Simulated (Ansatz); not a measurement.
Here is the system:

TiTeS:
```cif
data_STeTi
_chemical_formula_sum 'Ti1 Te1 S1'
_space_group_name_H-M_alt 'P3m1'
_space_group_IT_number 156
_space_group_name_Hall 'P 3 -2"'
_cell_length_a 3.59471
_cell_length_b 3.59471
_cell_length_c 6.36441
_cell_angle_alpha 90.000
_cell_angle_beta 90.000
_cell_angle_gamma 120.000
loop_
_atom_site_label
_atom_site_type_symbol
_atom_site_symmetry_multiplicity
_atom_site_Wyckoff_symbol
_atom_site_fract_x
_atom_site_fract_y
_atom_site_fract_z
_atom_site_occupancy
Ti1 Ti 1 b 0.33333 0.66667 0.03417 1
Te1 Te 1 a 0.00000 0.00000 0.74131 1
S1 S 1 c 0.66667 0.33333 0.22452 1
```

This is the r²SCAN+D4-relaxed structure.

Task: All from r²SCAN+D4 in the plane-wave PAW code Ansatz, unless another level is named. Give the bulk modulus (Birch–Murnaghan fit).

Result: 237 kbar.

Task: What about the highest zone-centre frequency?

Result: 43.5 meV.

The workflow started from a Materials Project entry (that database holds measured and hypothetical structures alike); the Crystallography Open Database copy checked does not list it. Its standing as an ambient phase is unchecked. The r²SCAN+D4 relaxation kept the symmetry of its start; whether a distortion lowers the energy is not shown. No spin polarisation was allowed. Spin–orbit coupling is left out wherever it is not named.

Potentials: the later of the program's two PAW sets.
